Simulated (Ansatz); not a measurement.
Self-consistent states of RbGdS₂ in the NaFeO2-type structure

Computed with Ansatz (plane waves, PAW): PBEsol+U, U = 7.0 eV, J = 0.9 eV (Liechtenstein form) on Gd f, fully localised double counting, scalar-relativistic datasets, 420 eV, PAW set soft_2 (made for PBE), 5×5×5 mesh, Gaussian smearing of 0.05 eV.

```
CELL_PARAMETERS angstrom
2.07075 1.19555 7.51762
-2.07075 1.19555 7.51762
0.00000 -2.39110 7.51762
ATOMIC_POSITIONS crystal
Rb 0.50000 0.50000 0.50000
Gd 0.00000 0.00000 0.00000
S 0.26670 0.26670 0.26670
S 0.73330 0.73330 0.73330
```

The cell is an idealised prototype at the compound's measured volume; the real structure may be a distorted variant.

Cell and atoms stay fixed, and the cell was started in 7 ways, without spin–orbit coupling. The starts were built for 7 f electrons on Gd, a formal count that the converged states needn't keep. Starting moments of the plain starts: Gd2 7.00 μB (atoms counted from 1).

Energies count from the lowest free state found; constrained states (a lock kept on the moments, or spin off) can lie above or below free ones. A natural orbital (eigenvector of a shell's occupation matrix) is counted as filled above 0.75 (0.9 in a metal) and as partly filled from 0.35 up to that; ↑ and ↓ are the spin channels.

| state | reached from | ΔE (meV/atom) | gap (eV) | P (GPa) | cell spin moment (μB) | site spin moments (μB) | shell filling | Hubbard energy (eV/cell) | flags |
| --- | --- | --- | --- | --- | --- | --- | --- | --- | --- |
| 1 | typed shells with each spin channel wholly full or empty (7+0 electrons), held for 12 iterations; random orbitals: random mixtures, one electron more (draw 7); natural orbitals of the symmetric run, filled by rank; 2 more | 0.0 | 2.01 | -2.0 | 7.00 | Gd 6.99 | Gd 7↑ 0↓, 7.03 e | 0.11 | – |
| 2 | random orbitals: pairs of harmonics, lower spin (6+1 electrons) (draw 8); random orbitals: single harmonics, lower spin (6+1 electrons) (draw 4) | 384.2 | 2.06 | -2.1 | 5.00 | Gd 4.99 | Gd 6↑ 1↓, 7.04 e | -1.43 | – |

The lowest free state (state 1) has a gap of 2.01 eV and a whole-number cell moment of 7 μB, as a collinear insulator must have. Its natural occupations are Gd2 spin up: 1.00 1.00 1.00 1.00 1.00 1.00 1.00; Gd2 spin down: 0.00 0.00 0.00 0.00 0.01 0.01 0.01.

State 2 lies 384.2 meV/atom higher, or 1.54 eV per cell. It has a gap of 2.06 eV and a whole-number cell moment of 5 μB, as a collinear insulator must have; natural occupations Gd2 spin up: 0.01 1.00 1.00 1.00 1.00 1.00 1.00; Gd2 spin down: 0.00 0.00 0.00 0.00 0.01 0.01 1.00. On Gd2, N↑ − N↓ is 4.97 in size in state 2 against 6.96 in state 1: with fewer parallel spins, state 2 lacks part of the exchange energy behind Hund's first rule. The Hubbard term of the energy is 0.11 eV per cell in state 1 and -1.43 eV in state 2. Of the difference of 1.54 eV per cell, the Hubbard term gives -1.54 eV and all other terms 3.08 eV, so the other terms decide the order against the Hubbard term. In the Liechtenstein form the double counting takes out a Hund's exchange of the size of J, which can exceed what the functional holds; that favours the lower spin, so the cost of lowering it is probably understated. The other terms are taken on each state's own density, so they aren't the result of a run without U.

With one Gd ion in the cell, Gd moments can't oppose each other.

In the lowest free state the fixed cell carries a pressure of -2.0 GPa and forces up to 0.39 eV/Å; relaxing would change energies and could change the order of close states.

The lowest state found needn't be the ground state of this level of theory. Without spin–orbit coupling, which is strong for such heavy shells, the order of states can differ from the real one. U is one value of a scan, not fitted to this compound, so the states needn't resemble the real material's. A gap on the mesh alone may shrink between mesh points.
